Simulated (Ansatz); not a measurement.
Ga:
```cif
data_Ga4
_chemical_formula_sum 'Ga4'
_space_group_name_H-M_alt 'P 1'
_space_group_IT_number 1
_cell_length_a 4.39272
_cell_length_b 4.39272
_cell_length_c 4.50303
_cell_angle_alpha 90.000
_cell_angle_beta 90.000
_cell_angle_gamma 61.797
loop_
_space_group_symop_operation_xyz
  'x, y, z'
loop_
_atom_site_label
_atom_site_type_symbol
_atom_site_fract_x
_atom_site_fract_y
_atom_site_fract_z
_atom_site_occupancy
Ga1 Ga 0.99127 0.33386 0.25000 1
Ga2 Ga 0.00873 0.66614 0.75000 1
Ga3 Ga 0.33386 0.99127 0.75000 1
Ga4 Ga 0.66614 0.00873 0.25000 1
```

Relaxed with LDA.

**Question.** Which orbitals make up the states near the Fermi level in LDA in the plane-wave PAW code Ansatz?

**Answer.** Within 0.5 eV of the Fermi level: Ga 4p 81 %, Ga 4s 17 %. Projections are on Löwdin-orthogonalised atomic valence shells; empty p or d shells of many metals are not among them.

**Question.** Tabulate the density of states.

**Answer.** States/eV per cell of 4 atoms, in 0.25 eV bins, energy from the Fermi level.

| E (eV) | total | Ga 4p | Ga 4s | Ga 3d |
|---|---|---|---|---|
| -7.85 | 0.90 | 0.43 | 0.46 | 0.01 |
| -7.60 | 0.94 | 0.45 | 0.48 | 0.01 |
| -7.35 | 1.13 | 0.54 | 0.57 | 0.02 |
| -7.10 | 1.12 | 0.53 | 0.57 | 0.02 |
| -6.85 | 0.86 | 0.42 | 0.43 | 0.01 |
| -6.60 | 0.68 | 0.33 | 0.33 | 0.01 |
| -6.35 | 0.89 | 0.45 | 0.42 | 0.01 |
| -6.10 | 1.01 | 0.51 | 0.48 | 0.01 |
| -5.85 | 1.04 | 0.53 | 0.49 | 0.01 |
| -5.60 | 1.30 | 0.67 | 0.61 | 0.01 |
| -5.35 | 1.27 | 0.65 | 0.61 | 0.01 |
| -5.10 | 1.23 | 0.61 | 0.60 | 0.01 |
| -4.85 | 1.19 | 0.58 | 0.59 | 0.01 |
| -4.60 | 1.15 | 0.55 | 0.58 | 0.01 |
| -4.35 | 1.08 | 0.51 | 0.55 | 0.01 |
| -4.10 | 0.91 | 0.47 | 0.43 | 0.01 |
| -3.85 | 0.87 | 0.47 | 0.39 | 0.01 |
| -3.60 | 0.99 | 0.63 | 0.34 | 0.01 |
| -3.35 | 1.11 | 0.77 | 0.32 | 0.01 |
| -3.10 | 1.35 | 0.97 | 0.35 | 0.01 |
| -2.85 | 1.44 | 1.09 | 0.33 | 0.01 |
| -2.60 | 1.49 | 1.16 | 0.30 | 0.01 |
| -2.35 | 1.58 | 1.27 | 0.29 | 0.01 |
| -2.10 | 1.64 | 1.33 | 0.29 | 0.01 |
| -1.85 | 1.72 | 1.39 | 0.31 | 0.01 |
| -1.60 | 1.74 | 1.42 | 0.30 | 0.01 |
| -1.35 | 1.91 | 1.59 | 0.29 | 0.01 |
| -1.10 | 1.71 | 1.46 | 0.23 | 0.01 |
| -0.85 | 1.61 | 1.38 | 0.20 | 0.01 |
| -0.60 | 1.49 | 1.24 | 0.23 | 0.01 |
| -0.35 | 1.12 | 0.92 | 0.17 | 0.01 |
| -0.10 | 0.81 | 0.66 | 0.13 | 0.01 |
| 0.15 | 0.63 | 0.51 | 0.10 | 0.01 |
| 0.40 | 0.84 | 0.67 | 0.16 | 0.01 |
| 0.65 | 1.27 | 0.95 | 0.28 | 0.01 |
| 0.90 | 1.30 | 0.90 | 0.36 | 0.01 |
| 1.15 | 1.72 | 1.08 | 0.56 | 0.01 |
| 1.40 | 1.93 | 1.18 | 0.66 | 0.01 |
| 1.65 | 2.05 | 1.30 | 0.65 | 0.01 |
| 1.90 | 1.74 | 1.12 | 0.53 | 0.01 |
| 2.15 | 1.55 | 1.01 | 0.46 | 0.01 |
| 2.40 | 1.70 | 1.11 | 0.49 | 0.01 |
| 2.65 | 1.72 | 1.16 | 0.46 | 0.01 |
| 2.90 | 2.01 | 1.41 | 0.48 | 0.01 |
| 3.15 | 1.85 | 1.33 | 0.40 | 0.01 |
| 3.40 | 1.76 | 1.30 | 0.34 | 0.01 |
| 3.65 | 1.95 | 1.43 | 0.36 | 0.01 |
| 3.90 | 2.09 | 1.54 | 0.39 | 0.01 |
| 4.15 | 2.03 | 1.49 | 0.36 | 0.01 |
| 4.40 | 1.92 | 1.42 | 0.31 | 0.01 |
| 4.65 | 2.09 | 1.56 | 0.31 | 0.01 |

Space group Cmcm. The first step of the workflow began from a Materials Project structure, measured or hypothetical; the Crystallography Open Database files this formula in space group No. 63, but the cells were not matched. It is not the phase usual at ambient conditions (space group No. 64). Symmetry was held in the LDA relaxation; its stability against distortions is not shown here. Scalar-relativistic: spin–orbit coupling is off unless named, which matters more the heavier the elements.

Potentials: the later of the program's two PAW sets.
